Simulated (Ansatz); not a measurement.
Property card for Ti$_{3}$As

Ti3As:
```yaml
crystal:
  lattice:
    - [10.13316, 0.00000, 0.00000]
    - [0.00000, 10.13316, 0.00000]
    - [0.00000, 0.00000, 5.09365]
  atoms:
    - { symbol: Ti, position: [0.58173, 0.89536, 0.03643] }
    - { symbol: Ti, position: [0.60464, 0.08173, 0.53643] }
    - { symbol: Ti, position: [0.41827, 0.10464, 0.03643] }
    - { symbol: Ti, position: [0.39536, 0.91827, 0.53643] }
    - { symbol: Ti, position: [0.91827, 0.60464, 0.46357] }
    - { symbol: Ti, position: [0.89536, 0.41827, 0.96357] }
    - { symbol: Ti, position: [0.08173, 0.39536, 0.46357] }
    - { symbol: Ti, position: [0.10464, 0.58173, 0.96357] }
    - { symbol: Ti, position: [0.02765, 0.85690, 0.71292] }
    - { symbol: Ti, position: [0.64310, 0.52765, 0.21292] }
    - { symbol: Ti, position: [0.97235, 0.14310, 0.71292] }
    - { symbol: Ti, position: [0.35690, 0.47235, 0.21292] }
    - { symbol: Ti, position: [0.47235, 0.64310, 0.78708] }
    - { symbol: Ti, position: [0.85690, 0.97235, 0.28708] }
    - { symbol: Ti, position: [0.52765, 0.35690, 0.78708] }
    - { symbol: Ti, position: [0.14310, 0.02765, 0.28708] }
    - { symbol: Ti, position: [0.18252, 0.28449, 0.99406] }
    - { symbol: Ti, position: [0.21551, 0.68252, 0.49406] }
    - { symbol: Ti, position: [0.81748, 0.71551, 0.99406] }
    - { symbol: Ti, position: [0.78449, 0.31748, 0.49406] }
    - { symbol: Ti, position: [0.31748, 0.21551, 0.50594] }
    - { symbol: Ti, position: [0.28449, 0.81748, 0.00594] }
    - { symbol: Ti, position: [0.68252, 0.78449, 0.50594] }
    - { symbol: Ti, position: [0.71551, 0.18252, 0.00594] }
    - { symbol: As, position: [0.04081, 0.79444, 0.21116] }
    - { symbol: As, position: [0.70556, 0.54081, 0.71116] }
    - { symbol: As, position: [0.95919, 0.20556, 0.21116] }
    - { symbol: As, position: [0.29444, 0.45919, 0.71116] }
    - { symbol: As, position: [0.45919, 0.70556, 0.28884] }
    - { symbol: As, position: [0.79444, 0.95919, 0.78884] }
    - { symbol: As, position: [0.54081, 0.29444, 0.28884] }
    - { symbol: As, position: [0.20556, 0.04081, 0.78884] }
```

Space group P4_2/n (No. 86); conventional cell a = b = 10.133 Å, c = 5.094 Å, α = β = γ = 90.00°.

Method: the program Ansatz at the r²SCAN level (PAW). The cell and atoms are relaxed at this level. Other levels are named where they apply.

**Cell and energy**

- Volume per atom: 16.34 Å³
- Density: 5.55 g/cm³

**Electronic structure**

- Electronic character = metallic (no gap)
- Density of states at the Fermi level = 0.59 states/eV per atom (mean over ±0.08 eV)

The workflow started from a Materials Project entry (that database holds measured and hypothetical structures alike); the Crystallography Open Database copy checked does not list it. Its standing as an ambient phase is unchecked. Symmetry was held in the r²SCAN relaxation; its stability against distortions is not shown here. The run is not spin-polarised. Spin–orbit coupling is left out wherever it is not named.

Potentials: the later of the program's two PAW sets.
